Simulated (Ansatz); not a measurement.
Al2W:
```cif
data_Al4W2
_chemical_formula_sum 'Al4 W2'
_space_group_name_H-M_alt 'P 1'
_space_group_IT_number 1
_cell_length_a 6.08093
_cell_length_b 5.08698
_cell_length_c 4.82116
_cell_angle_alpha 75.666
_cell_angle_beta 54.145
_cell_angle_gamma 50.188
loop_
_space_group_symop_operation_xyz
  'x, y, z'
loop_
_atom_site_label
_atom_site_type_symbol
_atom_site_fract_x
_atom_site_fract_y
_atom_site_fract_z
_atom_site_occupancy
Al1 Al 0.08327 0.41673 0.08327 1
Al2 Al 0.41673 0.08327 0.41673 1
Al3 Al 0.16673 0.83327 0.16673 1
Al4 Al 0.83327 0.16673 0.83327 1
W1 W 0.75000 0.75000 0.75000 1
W2 W 0.50000 0.50000 0.50000 1
```

Relaxed with r²SCAN.

Q: Tabulate the valence density and the electron localisation function along the shortest Al–Al contact (2.64 Å), r²SCAN (plane waves, PAW; program Ansatz).

A: 

```
distance from Al (Å)  density (e/Å³)   ELF
--------------------  --------------  ----
0.26                            0.06  0.05
0.40                            0.08  0.03
0.53                            0.11  0.07
0.66                            0.17  0.23
0.79                            0.21  0.46
0.92                            0.25  0.62
1.05                            0.26  0.69
1.19                            0.26  0.72
1.32                            0.26  0.72
1.45                            0.26  0.72
1.58                            0.26  0.69
1.71                            0.25  0.62
1.85                            0.21  0.46
1.98                            0.17  0.23
2.11                            0.11  0.07
2.24                            0.08  0.03
2.37                            0.06  0.05
```

The density is the valence pseudo-density with augmentation charge, so density and ELF within about 1 Å of a nucleus are not all-electron values.

Space group Fddd. The start of the workflow was typed in or built on a structure type; neither database checked (COD, Materials Project) lists it. Whether it is the stable phase at ambient conditions was not checked. The r²SCAN relaxation kept the symmetry of its start; whether a distortion lowers the energy is not shown. The run is not spin-polarised. Spin–orbit coupling is left out wherever it is not named.

Potentials: the earlier of the program's two PAW sets. The files were generated under PBE; for other functionals the program regenerates the frozen cores, and for LDA and PBEsol the local potential too.
